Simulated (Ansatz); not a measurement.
**Density of states of AsAu3**

```
CELL_PARAMETERS angstrom
0.00000 3.33454 3.33454
3.33454 0.00000 3.33454
3.33454 3.33454 0.00000
ATOMIC_POSITIONS crystal
As 0.00000 0.00000 0.00000
Au 0.50000 0.50000 0.50000
Au 0.25000 0.25000 0.25000
Au 0.75000 0.75000 0.75000
```

The structure comes from a relaxation in the same program, started in the D03 type, and has space group Fm-3m. Whether it is a known phase or the ground state wasn't checked.

Spin–orbit coupling is left out, though it moves levels of the heavy atoms by tenths of an eV or more.

Level of theory: DFT, PBE, all-electron LAPW, scalar-relativistic in Ansatz 0.2.0.

Sampling and basis: a Γ-centred 9×9×9 k mesh, Fermi–Dirac smearing of 0.03 eV, basis error target 1 meV/atom, no spin polarisation.

States per eV and cell, averaged over 0.6 eV, from -12.4 to 6.6 eV, with energies (bin centres) from the Fermi level; empty bins are left out. The partial columns, the largest 3 alone, are projections on Löwdin-orthogonalised atomic shells (those that the program's projection atoms carry: the occupied ones and, for some elements, an empty d or f shell; other empty shells have no column), summed over atoms of an element. Weights on diffuse s and p shells depend on that basis and aren't pure angular character.

```
E (eV)  total  Au 5d  As 4p  Au 6s
 -12.2   0.87   0.03   0.00   0.26
 -11.6   2.43   0.22   0.00   0.23
  -7.4   2.58   0.72   0.73   1.04
  -6.8   1.17   0.48   0.30   0.36
  -6.2   4.76   3.33   0.84   0.56
  -5.6   8.90   7.88   0.55   0.42
  -5.0   6.64   5.98   0.40   0.14
  -4.4   8.36   7.59   0.41   0.16
  -3.8   6.18   5.73   0.13   0.17
  -3.2  10.52   9.85   0.31   0.21
  -2.6   4.99   4.09   0.40   0.32
  -2.0   2.27   1.32   0.41   0.39
  -1.4   1.19   0.53   0.39   0.19
  -0.8   0.98   0.36   0.41   0.13
  -0.2   1.97   0.47   0.76   0.52
   0.4   2.57   0.50   1.24   0.50
   1.0   0.28   0.04   0.05   0.12
   1.6   2.01   0.22   0.46   1.18
   2.2   1.76   0.19   0.53   0.86
   2.8   1.47   0.10   0.41   0.64
   3.4   1.65   0.07   0.45   0.50
   4.0   1.52   0.05   0.19   0.16
   4.6   1.78   0.05   0.18   0.16
   5.2   1.31   0.03   0.09   0.13
   5.8   1.57   0.02   0.07   0.07
   6.4   0.86   0.01   0.03   0.03
```

(1) Where is the centre of the filled Au 5d states between -14 eV and the top of the filled states?

Answers

(1) -4.25 eV from the Fermi level.
